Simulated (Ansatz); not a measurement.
Rb: comparing deformations

These are results of DFT PBEsol, scalar-relativistic, plane waves, PAW in Ansatz, not measurements. Settings: plane waves to 420 eV, k-mesh 12×12×12 (Γ-centred), Gaussian smearing 0.15 eV. No spin polarisation. Energies are free energies at this smearing, counted from the undisturbed cell; pressure is positive in compression.

Reference structure (as given, not relaxed at this level; it stands at -0.1 GPa):

```
Rb
1.0
    -2.80600    2.80600    2.80600
     2.80600   -2.80600    2.80600
     2.80600    2.80600   -2.80600
Rb
1
Direct
  0.00000 0.00000 0.00000
```

The cell is strained by ε times a Voigt pattern (xx, yy, zz, yz, xz, xy; engineering shear) with fractional coordinates fixed. τ = (1/V0) dE/dε comes from the stress tensor. Of each scan, only the three points used here are listed.

```
           pattern        ε  τ (GPa)
(0, 0, 0, 1, 0, 0)  -0.0100  -0.0188
(0, 0, 0, 1, 0, 0)   0.0000   0.0000
(0, 0, 0, 1, 0, 0)   0.0050   0.0094
(1, 0, 0, 0, 0, 0)  -0.0050   0.0482
(1, 0, 0, 0, 0, 0)   0.0000   0.0627
(1, 0, 0, 0, 0, 0)   0.0050   0.0767
(1, 1, 0, 0, 0, 0)  -0.0250   -0.176
(1, 1, 0, 0, 0, 0)   0.0000    0.125
(1, 1, 0, 0, 0, 0)   0.0250    0.381
(0, 0, 1, 0, 0, 0)  -0.0250  -0.0145
(0, 0, 1, 0, 0, 0)   0.0000   0.0627
(0, 0, 1, 0, 0, 0)   0.0250   0.1292
```

Task: Which constants do the scans give, and which deformation costs least for the same size of strain tensor?

Result: The slope dτ/dε at zero (parabola through three points) is pᵀCp: (0, 0, 0, 1, 0, 0) gives C44 = 1.9 GPa; (1, 0, 0, 0, 0, 0) gives C11 = 2.9 GPa; (1, 1, 0, 0, 0, 0) gives 2(C11 + C12) = 11.1 GPa; (0, 0, 1, 0, 0, 0) gives C11 = 2.9 GPa. The size of the strain tensor, ε:ε, is ε² times 0.5, 1.0, 2.0, 1.0. Per unit of it the stiffnesses are 3.8, 2.9, 5.6, 2.9 GPa, so (1, 0, 0, 0, 0, 0) is the softest of these, level with (0, 0, 1, 0, 0, 0) (alike by symmetry): at ε:ε = (1 %)² the quadratic term costs 0.08 meV/atom against 0.15 for the stiffest. The starting stress shifts them by about its own size.

Task: What else follows for this cubic crystal?

Result: From the unrounded slopes C11 = 2.9 and C12 = 2.7 GPa, so B = (C11 + 2 C12)/3 = 3 GPa and the Poisson ratio for a pull along a cube edge is C12/(C11 + C12) = 0.48.

In a metal these slopes depend on the k mesh and the smearing.